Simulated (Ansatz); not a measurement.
CoLi$_{2}$Nb$_{4}$O$_{12}$:
```
CoLi2Nb4O12
1.0
   -5.20976     0.00000     0.00000
   -2.59369     2.13341     8.59338
   -2.59316     4.93343     0.00000
Co Li Nb O
1 2 4 12
Direct
  0.18374   0.60297   0.03587
  0.66847   0.11422   0.54407
  0.91524   0.36100   0.80801
  0.75098   0.76055   0.74709
  0.24624   0.24247   0.25912
  0.50824   0.50367   0.49738
  0.99624   0.99764   0.99922
  0.15343   0.68254   0.63711
  0.65742   0.19028   0.11625
  0.63993   0.57287   0.74796
  0.13660   0.08204   0.22271
  0.77888   0.94699   0.85332
  0.27847   0.45118   0.36100
  0.75134   0.88840   0.41334
  0.21913   0.39208   0.93036
  0.74058   0.63178   0.16953
  0.21606   0.13971   0.67078
  0.28352   0.81528   0.97365
  0.78493   0.32119   0.49751
```
Starting moments (μB, in the order of the atoms Co Li Li Nb Nb Nb Nb O O O O O O O O O O O O): 2.5 0.0 0.0 0.0 0.0 0.0 0.0 0.0 0.0 0.0 0.0 0.0 0.0 0.0 0.0 0.0 0.0 0.0 0.0.

Relaxed with PBE. Special points in fractions of this cell's reciprocal vectors: Γ (0.000, 0.000, 0.000); X (0.500, 0.000, 0.000); Y (0.000, 0.500, 0.000); Z (0.000, 0.000, 0.500); R (0.500, 0.500, 0.500); T (0.000, 0.500, 0.500); U (0.500, 0.000, 0.500); V (0.500, 0.500, 0.000).

Question: List the band energies nearest the valence-band maximum at these points for DFT-PBE in the program Ansatz with PAW potentials.

Answer: In eV from the valence-band maximum; about four levels below and three above (degenerate sets whole), none deeper than 8.9 eV; points with the same levels are listed once.

| k | below | above |
|---|---|---|
| Γ ↑ | -1.36 -1.29 -0.66 -0.59 | 1.48 1.58 1.69 |
| X ↑ | -1.50 -1.24 -0.87 -0.70 | 1.43 1.75 1.90 |
| Y ↑ | -1.35 -1.26 -0.63 -0.62 | 1.51 1.54 1.70 |
| Z ↑ | -1.43 -1.29 -0.94 -0.78 | 1.76 2.02 2.17 |
| R ↑ | -1.40 -1.32 -0.86 -0.63 | 1.46 1.77 1.99 |
| T ↑ | -1.44 -1.29 -0.92 -0.71 | 1.57 2.10 2.34 |
| U ↑ | -1.40 -1.32 -0.88 -0.61 | 1.54 1.87 2.00 |
| V ↑ | -1.52 -1.24 -0.82 -0.65 | 1.54 1.86 1.92 |
| Γ ↓ | -2.06 -2.03 -0.09 -0.03 | 0.57 1.39 1.44 |
| X ↓ | -2.20 -2.06 -0.19 0.00 | 0.64 1.32 1.51 |
| Y ↓ | -2.11 -2.01 -0.07 -0.02 | 0.53 1.51 1.56 |
| Z ↓ | -2.26 -2.06 -0.13 -0.03 | 0.73 1.47 1.50 |
| R ↓ | -2.16 -2.09 -0.12 -0.05 | 0.62 1.28 1.59 |
| T ↓ | -2.27 -2.14 -0.14 -0.03 | 0.69 1.44 1.58 |
| U ↓ | -2.17 -2.10 -0.11 -0.05 | 0.64 1.51 1.55 |
| V ↓ | -2.12 -2.10 -0.20 0.00 | 0.64 1.43 1.70 |

Space group P1. The start of the workflow was typed in or built on a structure type; neither database checked (COD, Materials Project) lists it. Whether it is the stable phase at ambient conditions was not checked. The cell was relaxed with PBE under the symmetry of its start; its stability against distortions is not shown here. The final state is ferromagnetic, the only order run, not a proven ground state. No Hubbard U is applied. Scalar-relativistic: spin–orbit coupling is off unless named, which matters more the heavier the elements.

Potentials: the later of the program's two PAW sets.
